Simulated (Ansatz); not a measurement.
# Ansatz run, ScBe2Al2

Input file of Ansatz 0.2.0:

```yaml
crystal:
  lattice:
    - [0.0, 3.818571, 0.0]
    - [3.818571, 0.0, 0.0]
    - [1.909285, 1.909285, -4.899995]
  atoms:
    - { symbol: Al, position: [0.75, 0.25, 0.5] }
    - { symbol: Al, position: [0.25, 0.75, 0.5] }
    - { symbol: Sc, position: [0.0, 0.0, 0.0] }
    - { symbol: Be, position: [0.378, 0.378, 0.244] }
    - { symbol: Be, position: [0.622, 0.622, 0.756] }
  symmetry: { tolerance: 0.0003 }
kpoints:
  mp_grid: { grid: [9, 9, 9], shift: [0, 0, 0] }
  band_path:
    path:
      - [0.0, 0.0, 0.0]
      - [0.5, 0.5, 0.5]
      - [0.5, 0.5, 0.25]
      - [0.0, 0.5, 0.0]
      - [0.0, 0.0, 0.0]
      - [0.0, 0.0, -0.5]
      - [0.0, 0.42408624, -0.28795688]
      - [0.0, 0.57591376, 0.28795688]
      - [0.0, 0.0, 0.0]
      - [0.5, 0.5, 0.5]
      - [0.42408624, 0.57591376, 0.5]
    npoints: 6
magnetization:
  spin_polarized: false
scf:
  occupations: { method: fermi_dirac }
  lower_state_search: "off"
  max_iter: 200
hamiltonian:
  pseudopotentials: { kind: paw }
  xc: pbe
basis:
  ecutwfc: 420
  fft_grid_basis: typed
output:
  forces: true
  stress: true
  eigenvalues: true
  bader: true
  populations: true
  elf: true
  write_potential: true
  volumetric_format: npy
  dos:
    e_range: [-12, 8]
    de: 0.05
    projected: { site_lists: { Al: [Al], Be: [Be], Sc: [Sc] } }
checkpoint:
  read: saved_state
```

The saved state is an earlier solution for the same cell, perhaps on another mesh. 

Excerpt of what it printed:

```
Pseudopotentials: kind: paw
Pseudopotential: Al, paw, valence charge 3, recommended cutoff 420 eV (normal), Al.paw.azcp
Pseudopotential: Sc, paw, valence charge 11, recommended cutoff 420 eV (normal), Sc.paw.azcp
Pseudopotential: Be, paw, valence charge 2, recommended cutoff 420 eV (normal), Be.paw.azcp
Functional definition: PBE
  exchange = pbe_x(kappa = kappa, mu = beta*pi^2/3)
  correlation = pbe_c(beta = beta)
Crystal: 5 atoms, lattice volume = 71.449 Å³
Basis set: ecut = 420 eV, 1381 PW (Γ), exchange–correlation on 54×54×80 points (8 copies of the dense FFT grid, shifted against one another)
Bands: 16, of which v1, the nominal top of the filled ones, is band 11 counted from 1 (10 counted from 0)
Symmetry: 16 space group operations
Space group: I4/mmm (ITA 139), of the structure as read, at distance tolerance 1.2e-3 Å
k-points: 75 of 729
Initial density: read from a saved state, or passed on in memory by an earlier SCF of this step, an earlier step, the calling program or the single point that the run made first
Functional: x = pbe(κ = 0.804, μ = 0.2195), c = pbe(β = 0.0667)
SCF iter   1: F=—  Δρ=6.25e-4  dr2=4.35e-4
SCF iter   2: F=—  Δρ=3.05e-4  dr2=5.62e-5
SCF iter   3: F=—  Δρ=1.39e-4  dr2=1.42e-5
SCF iter   4: F=—  Δρ=1.76e-5  dr2=2.26e-7
SCF iter   5: F=-3397.0721 eV  Δρ=4.46e-6  dr2=1.75e-8
Free energy (F): -3397.0721 eV
Harris-Foulkes:  -3397.0721 eV  (|F-HF|=1.12e-8)
Internal energy: -3397.0247 eV  (E = F + TS)
E sigma→0 (E₀):  -3397.0484 eV
Entropy (-TS):   -0.0474 eV (-9.481 meV/atom)
Fermi energy:    8.3014 eV
--- Per-component energies (eV) ---
  E_band       = -140.9895
  E_kinetic    = 349.6373
  E_local      = -976.6339  (includes V_loc(G=0)·N_el)
  E_nonlocal   = 113.5635
  E_hartree    = 364.4634
  E_xc         = -224.1023
  E_vxc        = -229.6063  (∫ρ·V_xc dr)
  E_paw        = -2010.1968  (= ΣΔE_a)
  E_vpaw       = -126.8815  (= ΣTr[D̂ρ^β])
  E_aug_tail   = 0.0000  (compensation charges beyond the density's cutoff)
  E_ewald      = -1013.7559
  E_smearing   = -0.0474  (= −TS)
--- Stress (GPa, compression-positive) ---
        5.5658       0.0000       0.0000
        0.0000       5.5658       0.0000
        0.0000       0.0000       0.7156
  P = ⅓ Tr σ = 3.9491 GPa (39.491 kbar)
--- Löwdin populations: 5 sites ---
  site symbol       q [e]
     0     Al      4.0127
     1     Al      4.0127
     2     Sc     10.6486
     3     Be      0.7550
     4     Be      0.7550
  spilling = 0.0389 (of n_electrons = 21.0000)
--- Bader charges: 5 sites ---
  site symbol  charge [e]  shift [e]
     0     Al      0.8160     0.0077
     1     Al      0.8160     0.0077
     2     Sc      1.4291     0.0000
     3     Be     -1.5306     0.0077
     4     Be     -1.5305     0.0077
```

Total energies depend on the potentials used, so only differences within one code and one set of settings carry meaning.

Origin: a known structure type with other elements, at an estimated volume, so it need not be a known compound. Caveats: atoms or cell far from equilibrium.
